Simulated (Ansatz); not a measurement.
Computed properties of GeSe

GeSe:
```xyz
8
Lattice="4.7989 0.0000 0.0000 -2.3994 4.1560 0.0000 0.0000 0.0000 11.4788" Properties=species:S:1:pos:R:3 pbc="T T T"
Ge     0.0000     0.0000     0.2269
Ge     0.0000     0.0000     5.9663
Ge     2.3994     1.3853     8.8352
Ge     0.0000     2.7706     3.0959
Se     0.0000     0.0000     9.0944
Se     0.0000     0.0000     3.3550
Se     2.3994     1.3853     6.2431
Se     0.0000     2.7706     0.5037
```

Space group P6_3mc (No. 186); conventional cell a = b = 4.799 Å, c = 11.479 Å, α = β = 90.00°, γ = 120.00°.

Method: the program Ansatz at the PBE level (PAW). Structure relaxed to zero pressure with the same functional. Other levels are named where they apply.

Cell and energy:

```yaml
volume_per_atom: 28.62 Å³
density: 4.40 g/cm³
Formation energy from the elements (no fitted shifts): -0.11 eV/atom
```

Electronic structure:

```yaml
band_gap: 0.78 eV (indirect)
valence_band_maximum: on the M–K line, 81 % of the way from M
conduction_band_minimum: off the standard path, at k = (0.146, 0.146, 0.302) in fractions of the reciprocal vectors
smallest_direct_gap_on_the_standard_path: 1.03 eV
electron_effective_mass: 0.42, 0.59, 0.90 mₑ (principal values)
hole_effective_mass: 0.23, 0.38, 0.75 mₑ (principal values)
```

Mechanics:

```yaml
Bulk modulus (Birch–Murnaghan fit): 29.9 GPa
Pressure derivative B′: 4.7
```

A made-up cell: these elements were put on the sites of a structure type; neither database checked (COD, Materials Project) lists it. It is not the phase usual at ambient conditions (space group No. 62). The PBE relaxation kept the symmetry of its start; whether a distortion lowers the energy is not shown. The references are the lowest solids computed at this level, not always the standard phases. Scalar-relativistic: spin–orbit coupling is off unless named, which matters more the heavier the elements.

Potentials: the later of the program's two PAW sets.
